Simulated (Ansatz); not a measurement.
Structure relaxation, Hg

The relaxed structure here is a generated cell of Hg: the first start was made by a random draw of sites in a space group, and the end was not matched to a known phase here, so it may be hypothetical.

The start is a randomly generated symmetric cell of Hg (space group No. 78). The structure is fully relaxed (lattice and positions, P = 0) with r2SCAN (plane waves to 500 eV, PAW, scalar-relativistic; Ansatz, a program for electronic structure). First-step values are on the input's coarse k-mesh.

Ansatz input (later rounds restart from its end on a renewed k-mesh):
Ansatz 0.2 input:
```yaml
crystal:
  lattice:
    - [5.7361268, 0, 0]
    - [0, 5.7361268, 0]
    - [0, 0, 2.865218]
  atoms:
    - { symbol: Hg, position: [0.79340284, 0.59787631, 0.82285546] }
    - { symbol: Hg, position: [0.20659716, 0.40212369, 0.32285546] }
    - { symbol: Hg, position: [0.40212369, 0.79340284, 0.57285546] }
    - { symbol: Hg, position: [0.59787631, 0.20659716, 0.07285546] }
basis: { ecutwfc: 500, ecutrho_ratio: 4, xc_grid: 4, fft_grid_basis: typed }
kpoints: { mp_grid: { grid: [6, 6, 11] } }
hamiltonian:
  xc: r2scan
  dispersion: none
  pseudopotentials: { azcp: { folder: ./paw }, kind: paw }
scf: { occupations: { method: fermi_dirac, width: 0.05 } }
relax: { f_tol: 0.01, max_steps: 100, cell: { stress_tol: 0.02 } }
output: { forces: true, stress: true }
```

What is the largest force in the starting geometry, and on which atom (counted from 1)?

2.52 eV/Å, on Hg1, Hg2, Hg3, Hg4 (atoms numbered as listed).

Does the structure survive the relaxation? Give the final space group.

The space group goes from P4₃ (No. 78) to I4₁/amd (No. 141); the end is AFLOW prototype A_tI4_141_a (A5, as in Sn), with 2 atoms in the primitive cell.

By how much does the energy per atom fall from start to end?

0.48 eV/atom.

How does the volume change?

+14.0 %, from 23.57 to 26.86 Å³/atom.

How do the shortest distances between atoms change?

The closest pairs of elements (up to four, under 3.6 Å), start → end: Hg–Hg 2.61 → 3.03 Å.

Is the relaxed structure metallic? Give its gap.

No gap (metallic).

Write out the relaxed structure.


Space group I4₁/amd, origin choice 1 (No. 141); a = 5.8644 Å, b = 5.8644 Å, c = 3.1243 Å, α = 90.00°, β = 90.00°, γ = 90.00°

| atom | site | symmetry | x | y | z |
|---|---|---|---|---|---|
| Hg | 4b | -4m2 | 0.0000 | 0.0000 | 0.5000 |
(The calculation used a cell of 2 atoms; values per cell refer to that cell.)

Final values are on a 17×17×17 k-mesh of the relaxed cell. No spin polarisation in the result.

The run could not lose the symmetry of its start, so the end can be a saddle point.
